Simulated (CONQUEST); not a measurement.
A self-consistent single point of a (101) slab of ScAl3 (cut from a parent of space group no. 221; 12 atoms in the cell).

```
Al3Sc
1.0
    4.08781     0.00000     0.00000
    0.00000     5.78104     0.00000
    0.00000     0.00000    17.22630
Sc Al
3 9
Cartesian
  0.00000   2.66110   6.44531
  0.00000   5.55162   9.33579
  0.00000   2.66110  12.22630
  0.00000   5.55162   6.44531
  2.04391   1.21584   5.00000
  2.04391   4.10636   5.15001
  0.00000   2.66110   9.33579
  2.04391   4.10636   7.89051
  2.04391   1.21584   7.89051
  0.00000   5.55162  12.22630
  2.04391   1.21584  10.78110
  2.04391   4.10636  10.78110
```

Computed with PBE, numerical atomic orbitals double-zeta with polarisation (the shipped basis), PseudoDojo norm-conserving potentials made for PBE in CONQUEST.

CONQUEST settings:

- basis: DZP
- Diag.MPMeshX, Y, Z: 4 3 1
- potentials: PseudoDojo norm-conserving PBE
- Grid.GridCutoff: 140 Ha
- DM.SolutionMethod: diagon
- Diag.kT: 0.003675 Ha
- Diag.GammaCentred: true
- minE.SCTolerance: 1.0e-06
- SC.MaxIters: 100
- SC.LinearMixingFactor: 0.5
- SC.KerkerPreCondition: true
- SC.KerkerFactor: 0.1 1/bohr
- AtomMove.TypeOfRun: static

Results:

```
Item                                                      Value
------------------------------------------------  -------------
Number of valence electrons                                  60
Number of bands                                             174
Number of k-points after the program's reduction              8
Size of the basis                                           174
Number of SCF iterations                                     19
FFT grid                                          48 × 60 × 180
Free energy E − TS                                -4517.0206 eV
Fermi level (on the code's own zero)                   -4.92 eV
Pressure averaged over the cell with its vacuum        0.45 GPa
Largest force (vector length)                        0.847 eV/Å
```

Forces (eV/Å):
```csv
atom,Fx,Fy,Fz
Sc1,0.000,-0.104,0.316
Sc2,0.000,0.029,-0.399
Sc3,0.000,0.041,-0.133
Al4,0.000,0.049,-0.845
Al5,0.000,-0.408,0.207
Al6,0.000,0.492,-0.363
Al7,0.000,-0.008,-0.095
Al8,0.000,0.014,0.164
Al9,0.000,-0.015,-0.066
Al10,0.000,-0.008,0.322
Al11,0.000,-0.002,0.453
Al12,0.000,0.007,0.453
```

For comparison: a first run was changed to give this one (atom 6 moved by +0.15 angstrom along z), and from it to this one the free energy goes up by 1.2 meV/atom and the largest force hardly changes (0.854 to 0.847 eV/Å).

The program uses no crystal symmetry, so grid and mesh can part values that symmetry would make equal. The atom-centred basis is finite, which shifts total energies and forces against plane waves. No dipole correction was used; where the two faces of such a cut differ, images can couple through a dipole. No clean gap shows at this smearing width and mesh (spacing up to 0.38 Å⁻¹); the mesh is coarse for partly filled bands, so the values carry mesh errors.

Cost on one core: around 5 core-minutes (rough).
